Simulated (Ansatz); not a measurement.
Property card for LiNbO$_{3}$

LiNbO3:
```xyz
10
Lattice="2.5689 1.4831 4.6284 -2.5689 1.4831 4.6284 0.0000 -2.9663 4.6284" Properties=species:S:1:pos:R:3 pbc="T T T"
Li     0.0000     0.0000     9.9809
Li     0.0000     0.0000     3.0383
Nb     0.0000     0.0000     0.0113
Nb     0.0000     0.0000     6.9538
O     -0.6524     1.4376     8.3925
O      1.5712    -0.1538     8.3925
O     -0.9188    -1.2838     8.3925
O     -1.6501     0.1993     6.0783
O      0.6524    -1.5286     6.0783
O      0.9976     1.3293     6.0783
```

Space group R3c (No. 161); conventional cell a = 5.1377 Å, b = 5.1377 Å, c = 13.8851 Å, α = 90.00°, β = 90.00°, γ = 120.00°.

Method: DFT-r²SCAN in the program Ansatz with PAW potentials. Geometry: relaxed at this level of theory. Other levels are named where they apply.

### Cell and energy

```json
{
 "volume_per_atom": "10.58 Å³",
 "density": "4.64 g/cm³",
 "Formation energy from the elements (no fitted shifts)": "-2.77 eV/atom"
}
```

### Electronic structure

```json
{
 "band_gap": "4.00 eV (indirect)",
 "valence_band_maximum": "on the Γ–T line, 29 % of the way from Γ",
 "conduction_band_minimum": "on the S2–F line, 10 % of the way from S2 (k = 0.000, 0.380, -0.380 in fractions of the reciprocal vectors) (6 equivalent valleys)",
 "smallest_direct_gap_on_the_standard_path": "4.07 eV",
 "electron_effective_mass": "0.64, 1.0, 7.9 mₑ (principal values)",
 "HSE06 gap on the r²SCAN cell": "5.03 eV",
 "Gap with spin–orbit coupling": "3.96 eV"
}
```

### Mechanics

```json
{
 "Bulk modulus (Birch–Murnaghan fit)": "112 GPa",
 "Pressure derivative B′": "5.6",
 "Elastic constants (relaxed ions, GPa)": "C11 = 207, C12 = 62.0, C13 = 68.8, C14 = 11.4, C33 = 241, C44 = 58.8",
 "mechanical_stability": "stable (all eigenvalues of C positive)",
 "hill_bulk_and_shear_moduli": "117 and 66.9 GPa",
 "Young's modulus": "168 GPa",
 "Poisson's ratio": "0.26",
 "debye_temperature_from_the_elastic_constants": "572 K",
 "Piezoelectric stress constants (proper, relaxed ions, C/m²)": "e15 = e24 = -3.73, e16 = e21 = 2.46, e22 = -2.46, e31 = e32 = -0.42, e33 = -1.73"
}
```

### Dielectric response

```json
{
 "Electronic dielectric constant ε∞ (DFPT)": "4.99 (xx = yy), 4.73 (zz)",
 "Static dielectric constant ε0 (ions relaxed, cell fixed)": "39.5 (xx = yy), 24.3 (zz)",
 "Born charges (a third of the trace)": "Li +1.14, Nb +6.91, O -2.68 e"
}
```

### Phonons

```json
{
  "Highest zone-centre frequency (without LO–TO term)": "889 cm⁻¹",
  "zone_centre_stability": "no imaginary mode at Γ"
}
```

### Charges

```json
{
  "bader_charges": "Li +0.91, Nb +2.87, O -1.26 e"
}
```

The r²SCAN relaxation kept the symmetry of its start. No spin polarisation was allowed. Signs of piezoelectric constants follow the polarity of the cell as given. The references are the lowest solids computed at this level, not always the standard phases (solids in place of the gases). Scalar-relativistic: spin–orbit coupling is off unless named, which matters more the heavier the elements.

Potentials: the later of the program's two PAW sets.
